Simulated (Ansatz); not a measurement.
One stationary structure of TaC. Space group Fm-3m (No. 225), rock salt type. Computed with PBE (plane waves to 420 eV, PAW, scalar-relativistic; Ansatz, an electronic-structure program).

```xyz
2
Lattice="0.0000 2.2379 2.2379 2.2379 0.0000 2.2379 2.2379 2.2379 0.0000" Properties=species:S:1:pos:R:3 pbc="T T T"
Ta     0.0000     0.0000     0.0000
C      2.2379     2.2379     2.2379
```

For TaC, the volume per atom comes out as 11.21 Å³. The band gap is no gap (metallic), the shortest distances comes out as C–Ta 2.24 Å; Ta–Ta 3.16 Å; C–C 3.16 Å and the k-mesh is 18×18×18.

No spin polarisation in the result. The relaxed primitive cell holds an odd number of electrons. A magnetic state may lie lower.

The run could not lose the symmetry of its start; a randomly shaken copy of 4 atoms returns to this structure.
